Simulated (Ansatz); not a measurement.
Cl, a known structure type with other elements, at an estimated volume

```
Cl
1.0
    -3.16134    0.00000    2.12336
     0.00000   -8.26593    0.00000
     3.16134    0.00000    2.12336
Cl
4
Direct
  0.13500 0.89000 0.13500
  0.63500 0.61000 0.63500
  0.86500 0.11000 0.86500
  0.36500 0.39000 0.36500
```

The numbers come from plane-wave PAW DFT (Ansatz): r2SCAN, no spin polarisation, 500 eV, 7×3×7 Γ-centred k points, gaussian occupations (width 0.0115 eV). Nothing was relaxed.

(1) Which atom feels the largest force, and which way?

(2) What do density and ELF say about some of the short contacts?

(3) What is the band gap?

(4) Which orbitals make up the band edges?

Origin: a known structure type with other elements, at an estimated volume, so it need not be a known compound. Caveats: atoms or cell far from equilibrium.

Results:

(1) The largest is on Cl4 (and as large on other atoms): 1.56 eV/Å, components (0.00, -1.28, 0.89). It makes 3° with the line to a nearest neighbour, Cl2 at 2.15 Å, pointing towards it.

(2) Cl–Cl at 2.15 Å: least valence density 0.81 e/Å³ and ELF 0.70 there, a shared, covalent-like contact. These are pseudo-fields; inside the PAW spheres they differ from the all-electron ones.

(3) The gap is 2.05 eV, indirect (the least direct gap found is 2.08 eV).

(4) Within 0.7 eV of the edges, the states project mainly on Cl p (99 %) below the gap and on Cl p (94 %) above it.
